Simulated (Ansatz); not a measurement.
Na3SF: stable or not

The structure comes from a generated guess, relaxed at this level; another structure or a mixture of phases may lie lower.

Method: Ansatz, DFT PBE, scalar-relativistic, plane waves, PAW. The final run on the 10-atom cell used 420 eV, a Γ-centred 4×4×6 mesh, 0.02 eV smearing and no spin polarisation.

```cif
data_structure
_symmetry_space_group_name_H-M 'P 1'
_symmetry_Int_Tables_number 1
_cell_length_a 6.2952
_cell_length_b 6.2952
_cell_length_c 4.5251
_cell_angle_alpha 90.000
_cell_angle_beta 90.000
_cell_angle_gamma 90.000
_cell_volume 179.33
loop_
_atom_site_label
_atom_site_type_symbol
_atom_site_fract_x
_atom_site_fract_y
_atom_site_fract_z
_atom_site_occupancy
Na1 Na 0.80665 0.30665 0.00000 1
Na2 Na 0.69335 0.80665 0.00000 1
Na3 Na 0.50000 0.50000 0.50000 1
Na4 Na 0.19335 0.69335 0.00000 1
Na5 Na 0.30665 0.19335 0.00000 1
Na6 Na 0.00000 0.00000 0.50000 1
S1 S 0.00000 0.50000 0.50000 1
S2 S 0.50000 0.00000 0.50000 1
F1 F 0.50000 0.50000 0.00000 1
F2 F 0.00000 0.00000 0.00000 1
```

Energies over the elements count from the elements' standard structures at the same level (F₂ as a molecule), with no fitted energy shifts.

Question: These tests were run: energy against the elements; phonons on a 1×1×2 q mesh; elastic tensor. What do they show?

Answer:

| test | result |
| --- | --- |
| energy against the elements | −1.681 eV/atom |
| phonons on a 1×1×2 q mesh | imaginary modes down to 55i cm⁻¹ |
| elastic tensor | least eigenvalue 19 GPa |

It fails one test: phonons on a 1×1×2 q mesh. So it isn't even a local minimum.

The reference form of S is held partly by dispersion forces, which this level lacks. The run for the phonons used a 4×4×6 k mesh. The run for the elastic tensor used a 4×4×6 k mesh.
